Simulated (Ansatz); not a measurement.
Cu₂O (cuprite type, space group Pn-3m)

```
CELL_PARAMETERS angstrom
      4.24441     0.00000     0.00000
      0.00000     4.24441     0.00000
      0.00000     0.00000     4.24441
ATOMIC_POSITIONS crystal
  Cu 0.75000 0.75000 0.75000
  Cu 0.75000 0.25000 0.25000
  Cu 0.25000 0.75000 0.25000
  Cu 0.25000 0.25000 0.75000
  O  0.00000 0.00000 0.00000
  O  0.50000 0.50000 0.50000
```

The slice is a {110} plane (indices of the conventional cell) through the point (0.250, 0.250, 0.750) (fractional), spanned by u = [100] and v = [011] in vectors of this cell: u (4.24 Å) and v (6.00 Å, at 90° to u). It covers one period; positions are fractions (u, v).

Level of theory: r2SCAN (plane waves to 500 eV, PAW, scalar-relativistic; Ansatz, an electronic-structure program). k mesh 8×8×8. Inside the PAW spheres the values are not all-electron values, and peaks at nuclei hang on which shells count as valence. Cu2O is run without spin polarisation. Cu2O was relaxed with its symmetry unable to fall. The PAW data are Ansatz's earlier set.

Question: Sketch the electrostatic potential energy of an electron, from the cell's mean on this plane as a map.

Answer: 
```
|xxx069999960xx|
|xx04799999740x|
|00478888888740|
|66788888888876|
|78899887889988|
|66788888888876|
|00478888888740|
|xx04799999740x|
|xxx069999960xx|
|xxx069999960xx|
|xxx069999960xx|
|xx04799999740x|
|00478888888740|
|66788888888876|
|78899887889988|
|66788888888876|
|00478888888740|
|xx04799999740x|
|xxx069999960xx|
|xxx069999960xx|
```
Scale: ten equal steps from 1.00 (start of '0') to 9.80 (end of '9'), in the order '0123456789'. Values: electrostatic potential energy of an electron, from the cell's mean, in eV. The map has 14 points along u (one character each, u = 0 at the left) and 20 along v (v = 0 in the bottom row). Points within 0.8 Å of a nucleus are blanked (x), as the pseudised field means little there. Values under 1 eV are set to 1. The zero, the cell's mean, hangs on the PAW cores.
